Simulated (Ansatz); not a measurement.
The start is a generated cell, HfO2 placed in the cotunnite structure type. The cell and all atomic positions are relaxed at zero pressure with r2SCAN (plane waves to 500 eV, PAW, scalar-relativistic; Ansatz, a first-principles code). The first steps use a coarse 4×6×3 k-mesh.

Input geometry:
```yaml
crystal:
  lattice:
    - [5.63536, 0.00000, 0.00000]
    - [0.00000, 3.35308, 0.00000]
    - [0.00000, 0.00000, 6.68901]
  atoms:
    - { symbol: Hf, position: [0.73770, 0.25000, 0.59590] }
    - { symbol: Hf, position: [0.23770, 0.25000, 0.90410] }
    - { symbol: Hf, position: [0.26230, 0.75000, 0.40410] }
    - { symbol: Hf, position: [0.76230, 0.75000, 0.09590] }
    - { symbol: O, position: [0.62500, 0.25000, 0.92170] }
    - { symbol: O, position: [0.12500, 0.25000, 0.57830] }
    - { symbol: O, position: [0.37500, 0.75000, 0.07830] }
    - { symbol: O, position: [0.87500, 0.75000, 0.42170] }
    - { symbol: O, position: [0.52020, 0.25000, 0.33700] }
    - { symbol: O, position: [0.02020, 0.25000, 0.16300] }
    - { symbol: O, position: [0.47980, 0.75000, 0.66300] }
    - { symbol: O, position: [0.97980, 0.75000, 0.83700] }
```

- Largest initial force: 1.39 eV/Å, on O5, O6, O7, O8 (atoms numbered as listed)
- Energy released: 0.073 eV/atom
- Volume change: -5.9 %, from 10.53 to 9.91 Å³/atom
- Shortest distances (start → end): The closest pairs of elements (up to four, under 3.6 Å), start → end: Hf–O 2.12 → 2.13 Å; O–O 2.43 → 2.47 Å; Hf–Hf 3.35 → 3.32 Å
- Band gap at the end: 3.98 eV, direct at Γ (no spin-orbit coupling)
- Optimiser moves: 7

It ends as:

Space group Pnma (No. 62); a = 5.541 Å, b = 3.317 Å, c = 6.469 Å, α = β = γ = 90.00°

```json
[
 {"atom": "Hf", "site": "4c", "symmetry": ".m.", "x": "0.2479", "y": "0.7500", "z": "0.3910"},
 {"atom": "O", "site": "4c", "symmetry": ".m.", "x": "0.1398", "y": "0.2500", "z": "0.5757"},
 {"atom": "O", "site": "4c", "symmetry": ".m.", "x": "0.0225", "y": "0.2500", "z": "0.1596"}
]
```

Final values are on a 5×8×4 k-mesh of the relaxed cell. No spin polarisation in the result.

The run could not lose the symmetry of its start.

The first start was generated by placing the elements on the sites of a structure type. Materials Project lists a structure of HfO2 in the same space group, Pnma (No. 62); the sites were not compared with it, nor with measured phases. Known forms of HfO2 include space group No. 14, 29, 137, 225.
